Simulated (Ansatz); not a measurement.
GaN (zinc blende, space group No. 216), the program Ansatz at the LDA level (PAW). The conduction-band minimum lies at Γ, with 1 equivalent valley. Second derivatives d²E/dk² of the lowest band at one valley (eV·Å²), along Cartesian directions:

```tsv
direction	d²E/dk²
[100]	42.96
[010]	42.96
[001]	42.96
[110]	42.95
[101]	42.95
[011]	42.95
```

Q: Find the principal effective masses, the density-of-states mass and the conductivity mass.

A: Off-diagonal terms follow from H_xy = H[110] − (H_xx + H_yy)/2, and m*/mₑ = 7.620 eV·Å² over each eigenvalue: 0.18, 0.18, 0.18. One valley's DOS mass (m₁m₂m₃)^(1/3) = 0.18, conductivity mass 3/(Σ 1/mᵢ) = 0.18 mₑ.

Q: What effective density of states Nc follows at 300 K for parabolic valleys?

A: Nc = 2.509e19 × 1 × (0.18)^(3/2) ≈ 1.9e18 cm⁻³.

Q: With the computed static dielectric constant 10.1 (mean of the diagonal), estimate a hydrogenic donor's binding energy and radius.

A: E = 13.606 eV × 0.18/10.1² ≈ 24 meV; a = 0.529 Å × ε/m* ≈ 30 Å. Semilocal masses tend to be too small when the gap is underestimated.

Q: With ε∞ = 5.76 and ω_LO = 731 cm⁻¹, what Fröhlich coupling constant follows?

A: α = (1/ε∞ − 1/ε0) √(m* × 13.606 eV/ħω_LO) = 0.39.

Space group F-43m (zinc blende). The cell was relaxed with LDA under the symmetry of its start. Scalar-relativistic: spin–orbit coupling is off unless named, which matters more the heavier the elements.

Potentials: the earlier of the program's two PAW sets. The files were generated under PBE; for other functionals the program regenerates the frozen cores, and for LDA and PBEsol the local potential too.
